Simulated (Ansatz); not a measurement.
A geometry of Al2Cu away from equilibrium: step 3 of the relaxation of a generated trial cell of Al2Cu in the AFLOW prototype AB2_cP12_205_a_c (C2, as in FeS2). Method: PBEsol (plane waves to 420 eV, PAW, scalar-relativistic; Ansatz, an electronic-structure program). Γ-centred k-mesh 5×5×5 on the run's cell (coarser than for final values), Fermi–Dirac smearing 0.05 eV.

```yaml
crystal:
  lattice:
    - [5.81377, 0.00000, 0.00000]
    - [0.00000, 5.81377, 0.00000]
    - [0.00000, 0.00000, 5.81377]
  atoms:
    - { symbol: Cu, position: [0.00000, 0.00000, 0.00000] }
    - { symbol: Cu, position: [0.50000, 0.50000, 0.00000] }
    - { symbol: Cu, position: [0.00000, 0.50000, 0.50000] }
    - { symbol: Cu, position: [0.50000, 0.00000, 0.50000] }
    - { symbol: Al, position: [0.36432, 0.36432, 0.36432] }
    - { symbol: Al, position: [0.86432, 0.13568, 0.63568] }
    - { symbol: Al, position: [0.63568, 0.86432, 0.13568] }
    - { symbol: Al, position: [0.13568, 0.63568, 0.86432] }
    - { symbol: Al, position: [0.63568, 0.63568, 0.63568] }
    - { symbol: Al, position: [0.13568, 0.86432, 0.36432] }
    - { symbol: Al, position: [0.36432, 0.13568, 0.86432] }
    - { symbol: Al, position: [0.86432, 0.36432, 0.13568] }
```

### Question
What forces act on the atoms (eV/Å)?

### Answer
```json
[
 {"atom": "Cu1", "Fx": "0.00", "Fy": "0.00", "Fz": "0.00"},
 {"atom": "Cu2", "Fx": "0.00", "Fy": "0.00", "Fz": "0.00"},
 {"atom": "Cu3", "Fx": "0.00", "Fy": "0.00", "Fz": "0.00"},
 {"atom": "Cu4", "Fx": "0.00", "Fy": "0.00", "Fz": "0.00"},
 {"atom": "Al5", "Fx": "-0.30", "Fy": "-0.30", "Fz": "-0.30"},
 {"atom": "Al6", "Fx": "-0.30", "Fy": "0.30", "Fz": "0.30"},
 {"atom": "Al7", "Fx": "0.30", "Fy": "-0.30", "Fz": "0.30"},
 {"atom": "Al8", "Fx": "0.30", "Fy": "0.30", "Fz": "-0.30"},
 {"atom": "Al9", "Fx": "0.30", "Fy": "0.30", "Fz": "0.30"},
 {"atom": "Al10", "Fx": "0.30", "Fy": "-0.30", "Fz": "-0.30"},
 {"atom": "Al11", "Fx": "-0.30", "Fy": "0.30", "Fz": "-0.30"},
 {"atom": "Al12", "Fx": "-0.30", "Fy": "-0.30", "Fz": "0.30"}
]
```

### Question
What is the pressure?

### Answer
+2.2 GPa, compression positive.

No spin polarisation in the result.

The run could not lose the symmetry of its start, so the end can be a saddle point.

The end of the path is a generated cell of Al2Cu: the first start was made by placing the elements on the sites of a structure type, and the end was not matched to a known phase here, so it may be hypothetical. Known forms of Al2Cu include space group No. 140.
